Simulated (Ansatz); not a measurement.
CuI:
```
CuI
1.0
    4.19054     0.00000     0.00000
   -2.09527     3.62911     0.00000
    0.00000     0.00000     9.72409
Cu I
3 3
Direct
  0.49983   0.49983   0.50000
  0.50017   0.00000   0.83333
  0.00000   0.50017   0.16667
  0.49998   0.49998   0.00000
  0.50002   0.00000   0.33333
  0.00000   0.50002   0.66667
```

Relaxed with r²SCAN+D4.

Map the electron localisation function on the plane through (0.500, 0.500, 0.500) spanned by u = [1, 0, 0] and v = [0, 0, 1] in lattice vectors, from r²SCAN+D4 in the plane-wave PAW code Ansatz.

x is the fraction of u, y of v (the angle between them is 90°; rows are the nearest grid lines); atoms in the plane: Cu at (0.00, 0.00), Cu at (0.50, 0.67), I at (0.00, 0.50), I at (0.50, 0.17).
```
|9952111123333211112599|
|3321111000000001111233|
|1111111000000001111111|
|1111111000000001111111|
|0001111110000111111000|
|0000111111111111100000|
|0000011111111111100000|
|0000111124664211110000|
|5553211136996311123555|
|6677741111221111477766|
|5566774111111114776655|
|1125677531111357765211|
|1125667631001367665211|
|5566666310000136666655|
|6667664100000013667666|
|5543210001111000123455|
|0000013566776653100000|
|0002467666666667642000|
|0013676655445566763100|
|0025776531441356775200|
|1113677653223567763111|
|1111136776666776311111|
|3321114677777764111233|
|9952111123333211112599|
```
Scale: ten equal steps from 0.026 (start of '0') to 0.930 (end of '9'), in the order '0123456789'; x runs from 0.000 to 1.00, y from 0.000 (bottom) to 1.00 (top).

The density is the valence pseudo-density with augmentation charge, so density and ELF within about 1 Å of a nucleus are not all-electron values.

Space group P6_422. The start of the workflow was typed in or built on a structure type; neither database checked (COD, Materials Project) lists it. It is not the phase usual at ambient conditions (space group No. 216). The cell was relaxed with r²SCAN+D4 under the symmetry of its start; whether a distortion lowers the energy is not shown. The workflow began spin-polarised and lost its moments. The volume moved by -31 % from the start of the relaxation. Spin–orbit coupling is left out wherever it is not named.

Potentials: the later of the program's two PAW sets.
